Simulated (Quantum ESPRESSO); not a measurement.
ZrSnTi2Al3Pt, input and log of a self-consistent run

Computed values, not a measurement. The program is pw.x of Quantum ESPRESSO 7.5 (plane-wave density functional theory). The cell is made up: eight metal atoms on a hexagonal close-packed lattice, with elements, volume, strain and displacements drawn at random and not relaxed, so it may be unstable or far from any real phase. PseudoDojo standard norm-conserving files set the functional (PBE unless stated); there is no spin polarisation or spin-orbit coupling, the Fermi-Dirac width of 0.25 eV means electrons at about 2900 K, and the masses in the input are unused placeholders. The tin pseudopotential is less sure than most, with forces differing by about three percent from a second method on plain tin. Heavy elements are run without spin-orbit coupling, which real alloys of them have. A spin test at this wide smearing found no moment, but such smearing suppresses magnetism that the real alloy may have.

Input:

```
&control calculation='scf', pseudo_dir='./dojo.nc.sr.pbe.v0_5.standard.upf', outdir='./o', disk_io='minimal', tprnfor=.true., tstress=.true. /
&system ibrav=0, nat=8, ntyp=5, nbnd=52, ecutwfc=84.00895049, nosym=.true., tot_charge=0,
 occupations='smearing', smearing='fd', degauss=0.0183746611
/
&electrons conv_thr=1.470e-08, electron_maxstep=70, mixing_beta=0.5 /
ATOMIC_SPECIES
Al 1.0 Al.upf
Pt 1.0 Pt.upf
Sn 1.0 Sn.upf
Ti 1.0 Ti.upf
Zr 1.0 Zr.upf
CELL_PARAMETERS angstrom
0.0 0.0 4.9723
6.0202 0.0 0.0
-3.0101 5.2137 0.0
ATOMIC_POSITIONS angstrom
Zr 0.0062 0.0122 -0.1585
Sn -1.4273 2.4991 0.0454
Ti 2.925 -0.0764 0.017
Al 1.5952 2.8033 -0.0408
Ti -0.0599 1.6872 2.5758
Al -1.6057 4.4106 2.5756
Pt 2.9879 1.6163 2.5155
Al 1.4722 4.2981 2.4105
K_POINTS automatic
5 5 5 1 1 1
```

The log is shortened where brackets say so; the opening notice, blank lines, dates and the lines on written files are dropped, and the path of the files is cut. It prints rydbergs, bohrs and kilobars, and counts compression as positive stress. Its total energy is the free energy E - TS of the whole cell.

```
     Program PWSCF v.7.5
     Parallel version (MPI & OpenMP), running on       4 processor cores
     Number of MPI processes:                 4
     Threads/MPI process:                     1
     [start-up lines left out]
     bravais-lattice index     =            0
     lattice parameter (alat)  =       9.3963  a.u.
     unit-cell volume          =    1053.2001 (a.u.)^3
     number of atoms/cell      =            8
     number of atomic types    =            5
     number of electrons       =        77.00
     number of Kohn-Sham states=           52
     kinetic-energy cutoff     =      84.0090  Ry
     charge density cutoff     =     336.0358  Ry
     scf convergence threshold =      1.5E-08
     mixing beta               =       0.5000
     number of iterations used =            8  plain     mixing
     Exchange-correlation= PBE
                           (   1   4   3   4   0   0   0)
     [axes and pseudopotential details left out]
   Cartesian axes
     site n.     atom                  positions (alat units)
         1        Zr     tau(   1) = (   0.0012469   0.0024536  -0.0318766  )
         2        Sn     tau(   2) = (  -0.2870503   0.5026044   0.0091306  )
         3        Ti     tau(   3) = (   0.5882590  -0.0153651   0.0034189  )
         4        Al     tau(   4) = (   0.3208173   0.5637834  -0.0082055  )
         5        Ti     tau(   5) = (  -0.0120467   0.3393198   0.5180299  )
         6        Al     tau(   6) = (  -0.3229290   0.8870342   0.5179897  )
         7        Pt     tau(   7) = (   0.6009090   0.3250608   0.5059027  )
         8        Al     tau(   8) = (   0.2960803   0.8644088   0.4847857  )
     number of k points=    63  Fermi-Dirac smearing, width (Ry)=  0.0184
                       cart. coord. in units 2pi/alat
        k(    1) = (   0.0825936   0.1430548   0.1000000), wk =   0.0320000
        k(    2) = (   0.0825936   0.3337946   0.1000000), wk =   0.0320000
     [further k points left out]
     Dense  grid:   109483 G-vectors     FFT dimensions: (  60,  72,  72)
     Estimated max dynamical RAM per process >     359.74 MB
     Estimated total dynamical RAM >       1.33 GB
     Initial potential from superposition of free atoms
     starting charge      76.9854, renormalised to      77.0000
     Starting wfcs are   61 randomized atomic wfcs
     total cpu time spent up to now is        4.9 secs
     per-process dynamical memory:   276.4 Mb
     Self-consistent Calculation
     iteration #  1     ecut=    84.01 Ry     beta= 0.50
     Davidson diagonalization with overlap
     ethr =  1.00E-02,  avg # of iterations =  2.7
     total cpu time spent up to now is       13.7 secs
     total energy              =    -770.52954458 Ry
     estimated scf accuracy    <       1.73926646 Ry
     iteration #  2     ecut=    84.01 Ry     beta= 0.50
     Davidson diagonalization with overlap
     ethr =  2.26E-03,  avg # of iterations =  3.2
     total cpu time spent up to now is       23.1 secs
     total energy              =    -771.07642591 Ry
     estimated scf accuracy    <       6.25503739 Ry
     iteration #  3     ecut=    84.01 Ry     beta= 0.50
     Davidson diagonalization with overlap
     ethr =  2.26E-03,  avg # of iterations =  2.0
     total cpu time spent up to now is       31.3 secs
     total energy              =    -771.47463344 Ry
     estimated scf accuracy    <       2.33728616 Ry
     iteration #  4     ecut=    84.01 Ry     beta= 0.50
     Davidson diagonalization with overlap
     ethr =  2.26E-03,  avg # of iterations =  1.0
     total cpu time spent up to now is       38.1 secs
     total energy              =    -771.52178193 Ry
     estimated scf accuracy    <       0.35069943 Ry
     iteration #  5     ecut=    84.01 Ry     beta= 0.50
     Davidson diagonalization with overlap
     ethr =  4.55E-04,  avg # of iterations =  2.5
     total cpu time spent up to now is       46.0 secs
     total energy              =    -771.55351436 Ry
     estimated scf accuracy    <       0.01295722 Ry
     [iterations 6 to 12 left out]
     iteration # 13     ecut=    84.01 Ry     beta= 0.50
     Davidson diagonalization with overlap
     ethr =  5.87E-10,  avg # of iterations =  5.4
     total cpu time spent up to now is      120.0 secs
     total energy              =    -771.56334329 Ry
     estimated scf accuracy    <       0.00000101 Ry
     iteration # 14     ecut=    84.01 Ry     beta= 0.50
     Davidson diagonalization with overlap
     ethr =  5.87E-10,  avg # of iterations =  2.0
     total cpu time spent up to now is      127.2 secs
     total energy              =    -771.56334330 Ry
     estimated scf accuracy    <       0.00000075 Ry
     iteration # 15     ecut=    84.01 Ry     beta= 0.50
     Davidson diagonalization with overlap
     ethr =  5.87E-10,  avg # of iterations =  1.4
     total cpu time spent up to now is      134.1 secs
     total energy              =    -771.56334334 Ry
     estimated scf accuracy    <       0.00000002 Ry
     iteration # 16     ecut=    84.01 Ry     beta= 0.50
     Davidson diagonalization with overlap
     ethr =  2.74E-11,  avg # of iterations =  5.0
     total cpu time spent up to now is      144.0 secs
     total energy              =    -771.56334334 Ry
     estimated scf accuracy    <       0.00000002 Ry
     iteration # 17     ecut=    84.01 Ry     beta= 0.50
     Davidson diagonalization with overlap
     ethr =  2.23E-11,  avg # of iterations =  2.0
     total cpu time spent up to now is      151.5 secs
     End of self-consistent calculation
     [lines on levels left out]
!    total energy              =    -771.56334335 Ry
     estimated scf accuracy    <          5.9E-10 Ry
     smearing contrib. (-TS)   =      -0.10973092 Ry
     internal energy E=F+TS    =    -771.45361243 Ry
     The total energy is F=E-TS. E is the sum of the following terms:
     one-electron contribution =    -338.27174624 Ry
     hartree contribution      =     199.46991894 Ry
     xc contribution           =    -152.92457377 Ry
     ewald contribution        =    -479.72721136 Ry
     convergence has been achieved in  17 iterations
     Forces acting on atoms (cartesian axes, Ry/au):
     atom    1 type  5   force =     0.00646064   -0.00598472    0.05057665
     atom    2 type  3   force =    -0.03525203    0.02897681    0.01203592
     atom    3 type  4   force =     0.01025601    0.01978209   -0.00161553
     atom    4 type  1   force =    -0.00417870   -0.04530119    0.00127549
     atom    5 type  4   force =     0.01273328    0.00448751   -0.03033957
     atom    6 type  1   force =     0.02416405    0.00063168   -0.03655196
     atom    7 type  2   force =    -0.00894836   -0.00857546    0.00090821
     atom    8 type  1   force =    -0.00523489    0.00598329    0.00371080
     Total force =     0.103381     Total SCF correction =     0.000041
     Computing stress (Cartesian axis) and pressure
          total   stress  (Ry/bohr**3)                   (kbar)     P=      -71.10
  -0.00045180   0.00000243  -0.00004820          -66.46        0.36       -7.09
   0.00000243  -0.00053756  -0.00003477            0.36      -79.08       -5.11
  -0.00004820  -0.00003477  -0.00046067           -7.09       -5.11      -67.77
     init_run     :      4.60s CPU      4.78s WALL (       1 calls)
     electrons    :    146.22s CPU    146.60s WALL (       1 calls)
     forces       :      1.47s CPU      1.48s WALL (       1 calls)
     stress       :      5.37s CPU      5.37s WALL (       1 calls)
     [timing details left out]
     PWSCF        :   2m37.79s CPU   2m38.36s WALL
     JOB DONE.
```

In other units: free energy -10497.654 eV for the cell, pressure -7.11 GPa, largest force component 1.300 eV/Å in size. The run took 160 s of wall time with four MPI processes on a shared machine (AMD EPYC, Zen 5, virtual cores), so the time is rough. A rerun of this cell at a higher cutoff and on a denser mesh moved values by no more than 0.002 eV in energy, 0.03 GPa in stress and 0.004 eV/Å in force, and a second program with other atomic files agreed on that cell to 2 % rms in force and 0.5 GPa in pressure.